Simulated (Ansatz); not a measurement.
# SiC, first-principles data

SiC:
```cif
data_C6Si6
_chemical_formula_sum 'Si6 C6'
_space_group_name_H-M_alt 'Pm-3n'
_space_group_IT_number 223
_space_group_name_Hall '-P 4n 2 3'
_cell_length_a 5.32202
_cell_length_b 5.32202
_cell_length_c 5.32202
_cell_angle_alpha 90.000
_cell_angle_beta 90.000
_cell_angle_gamma 90.000
loop_
_atom_site_label
_atom_site_type_symbol
_atom_site_symmetry_multiplicity
_atom_site_Wyckoff_symbol
_atom_site_fract_x
_atom_site_fract_y
_atom_site_fract_z
_atom_site_occupancy
Si1 Si 6 c 0.00000 0.50000 0.25000 1
C1 C 6 d 0.00000 0.25000 0.50000 1
```

Space group Pm-3n (No. 223); conventional cell a = 5.3220 Å, b = 5.3220 Å, c = 5.3220 Å, α = 90.00°, β = 90.00°, γ = 90.00°.

Method: DFT-r²SCAN in the program Ansatz with PAW potentials. Geometry: relaxed at this level of theory. Other levels are named where they apply.

### Cell and energy

- Volume per atom = 12.56 Å³
- Density = 2.65 g/cm³
- Formation energy from the elements (no fitted shifts) = -0.043 eV/atom

### Electronic structure

- Band gap = 2.10 eV (indirect)
- Valence-band maximum = at Γ
- Conduction-band minimum = on the Γ–X line, 75 % of the way from Γ (6 equivalent valleys)
- Smallest direct gap on the standard path = 2.29 eV
- Electron effective mass = 0.35, 0.35, 0.47 mₑ (principal values)
- Weight of the conduction-edge state by species (Voronoi cells) = Si 60 %, C 40 %
- Hole effective mass, band 1 of 3 at the edge = 4.1 along [100], 4.2 along [110], 0.62 along [111] (mₑ)
- Hole effective mass, band 2 of 3 at the edge = 4.1 along [100], 0.43 along [110], 0.62 along [111] (mₑ)
- Hole effective mass, band 3 of 3 at the edge = 0.20 along [100], 0.33 along [110], 0.42 along [111] (mₑ)
- Weight of the valence-edge state by species (Voronoi cells) = C 77 %, Si 23 %
- HSE06 gap on the r²SCAN cell = 2.85 eV

### Mechanics

- Bulk modulus (Birch–Murnaghan fit): 178 GPa
- Pressure derivative B′: 3.9
- Elastic constants (relaxed ions, GPa): C11 = 412, C12 = 61.5, C44 = 88.7
- Mechanical stability: stable (all eigenvalues of C positive)
- Hill bulk and shear moduli: 178 and 117 GPa
- Young's modulus: 288 GPa
- Poisson's ratio: 0.23
- Debye temperature from the elastic constants: 943 K

### Charges

- Bader charges: Si +2.88, C -2.88 e

The start of the workflow was typed in or built on a structure type; neither database checked (COD, Materials Project) lists it. It is not the phase usual at ambient conditions (space group No. 186, 216). The cell was relaxed with r²SCAN under the symmetry of its start; whether a distortion lowers the energy is not shown. The references are the lowest solids computed at this level, not always the standard phases.

Potentials: the later of the program's two PAW sets.
